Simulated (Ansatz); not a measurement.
**CaPtCl6 (R-3) at 3 levels of theory**

One geometry, relaxed with PBE; plane waves with PAW potentials in Ansatz, scalar-relativistic. No spin polarisation. Gaps are the least over mesh and band path; pressure is positive in compression.

```xyz
8
Lattice="3.1872 1.8401 5.8277 -3.1872 1.8401 5.8277 0.0000 -3.6802 5.8277" Properties=species:S:1:pos:R:3 pbc="T T T"
Ca    0.0000    0.0000    8.7415
Pt    0.0000    0.0000    0.0000
Cl   -1.0666   -2.0800    7.1794
Cl    1.0666    2.0800   10.3037
Cl   -1.2681    1.9637    7.1794
Cl    1.2681   -1.9637   10.3037
Cl   -2.3346   -0.1164   10.3037
Cl    2.3346    0.1164    7.1794
```

```
level  cutoff (eV)  k mesh  gap (eV)  pressure (GPa)
  PBE          420   6×6×6      1.67             0.0
```

**Question.** What comes out on the same cell with r2SCAN, LDA?

**Answer.**
```csv
level,cutoff (eV),k mesh,gap (eV),pressure (GPa)
r2SCAN,500,6×6×6,1.96,-1.4
LDA,420,6×6×6,1.55,-4.6
```

Spin-orbit coupling matters for the bands of heavy elements and is left out.

The structure comes from a generated guess; another structure or a mixture of phases may lie lower.
